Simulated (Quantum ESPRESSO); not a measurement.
# Planted mistakes on one cell of Hf3AlO7F

The results below are calculated, not measured. They come from pw.x of Quantum ESPRESSO 7.5, a plane-wave density functional program, with PseudoDojo standard norm-conserving files (v0.5 for PBE, v0.4.1 for LDA and PBEsol). The cells are made up: elements, strain and atom displacements were drawn at random, and nothing was relaxed. There is no spin polarisation, spin-orbit coupling or dispersion term.

The hafnium file is less sure than the others, with forces about 3 percent (worst 6) and pressure in oxides about 1.5 GPa (worst 2.7) from a second method in checks, which no rerun with the same files tests.

The cell has 12 sites of a fluorite lattice. Sites 1 to 4 hold Hf Hf Hf Al; sites 5 to 12 hold O O O O O O O F. Cell vectors in Å: (5.319, 0.047, 0.038); (0.047, 5.176, 0.098); (0.038, 0.098, 5.259). Settings: PBE, cutoff 1143 eV, 4 x 4 x 4 k mesh shifted by half a step, Fermi-Dirac smearing of 0.025 eV.

The intended run has a self-consistency threshold of 1e-07 eV, a smearing term of 0.000 eV, a pressure of -21.88 GPa and 15 iterations. Each further run changes one thing: all lengths scaled by 0.9897; atoms of sites 11 and 12 exchanged; cutoff 686 eV; files of LDA; k mesh 2 x 2 x 2; one electron removed; smearing 0.78 eV; threshold 0.4 eV. A coarse mesh keeps the shift, and a charged cell sits in a uniform background.

| run | change of free energy (eV) | smearing term -TS (eV) | change of P (GPa) | largest change of a force component (eV/Å) | iterations |
| --- | --- | --- | --- | --- | --- |
| A | 0.246 | 0.000 | 0.00 | 3.987 | 16 |
| B | 2.758 | 0.000 | -12.74 | 0.269 | 15 |
| C | 0.052 | 0.000 | -1.72 | 0.228 | 6 |
| D | -0.546 | 0.000 | 4.31 | 0.170 | 14 |
| E | -1.103 | -4.071 | 3.39 | 0.677 | 15 |
| F | -0.237 | 0.000 | -0.26 | 0.044 | 14 |
| G | -9.127 | -0.015 | -15.36 | 1.396 | 19 |
| H | 5.041 | 0.000 | -28.10 | 0.069 | 14 |

A rerun of the intended cell at 1437 eV and k mesh 6 x 6 x 6 moved values by no more than 0.002 eV in the cell's energy, 0.04 GPa in stress and 0.003 eV/Å in force.

Question: which change belongs to which run?

## Worked reading

Run C has the fewest iterations, as a run stopped early does. Run E has the largest smearing term, as wide smearing gives. Run H has a higher energy and the largest fall in pressure, as too small a basis gives. Run D changes the volume by a factor of 0.9694; minus its pressure change over the logarithm of that factor, 139 GPa, is a rough bulk modulus with clamped atoms. Energies from files of another functional, or of a charged cell, have another zero and say nothing on stability; the pressure of a charged cell rests on the program's zero of potential too.

## Key

```
run                              change
  A  atoms of sites 11 and 12 exchanged
  B                        files of LDA
  C                    threshold 0.4 eV
  D        all lengths scaled by 0.9897
  E                    smearing 0.78 eV
  F                    k mesh 2 x 2 x 2
  G                one electron removed
  H                       cutoff 686 eV
```